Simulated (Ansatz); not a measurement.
# Is this MgCd₅Te₆ structure a true minimum?

The structure comes from a generated guess, relaxed at this level; another structure or a mixture of phases may lie lower.

All numbers below come from DFT PBE, scalar-relativistic, plane waves, PAW (Ansatz). Plane waves to 420 eV, a k mesh through Γ of 6×6×2 on the computed 12-atom cell and Gaussian smearing (0.02 eV); no spin polarisation.

The cell below (12 atoms, space group P3m1 (No. 156)) is relaxed within its symmetry.

```yaml
crystal:
  lattice:
    - [4.66446, 0.00000, 0.00000]
    - [-2.33223, 4.03954, 0.00000]
    - [0.00000, 0.00000, 22.89067]
  atoms:
    - { symbol: Mg, position: [0.00000, 0.00000, 0.16563] }
    - { symbol: Cd, position: [0.66667, 0.33333, 0.00215] }
    - { symbol: Cd, position: [0.66667, 0.33333, 0.33178] }
    - { symbol: Cd, position: [0.66667, 0.33333, 0.66677] }
    - { symbol: Cd, position: [0.00000, 0.00000, 0.49919] }
    - { symbol: Cd, position: [0.00000, 0.00000, 0.83434] }
    - { symbol: Te, position: [0.66667, 0.33333, 0.12745] }
    - { symbol: Te, position: [0.66667, 0.33333, 0.45705] }
    - { symbol: Te, position: [0.66667, 0.33333, 0.79216] }
    - { symbol: Te, position: [0.00000, 0.00000, 0.28920] }
    - { symbol: Te, position: [0.00000, 0.00000, 0.62456] }
    - { symbol: Te, position: [0.00000, 0.00000, 0.95973] }
```

For the test it was strained at random (σ = 1.5 % a component), the atoms were moved at random (σ = 0.15 Å), and all was relaxed again on a coarse 3×3×1 mesh (in the run’s order of axes) with 0.10 eV smearing, with no symmetry imposed.

These runs have no spin–orbit coupling, which can matter for Te.

Task: What happens?

Result: It returns, within 2 meV/atom of the unmoved cell on that mesh and with the same symmetry when read at 0.1 Å (P1 at 0.01 Å, so small strains and shifts remain). So it is stable against the distortions that fit this cell and that this random move excites. Modes that don't fit the cell aren't tested.
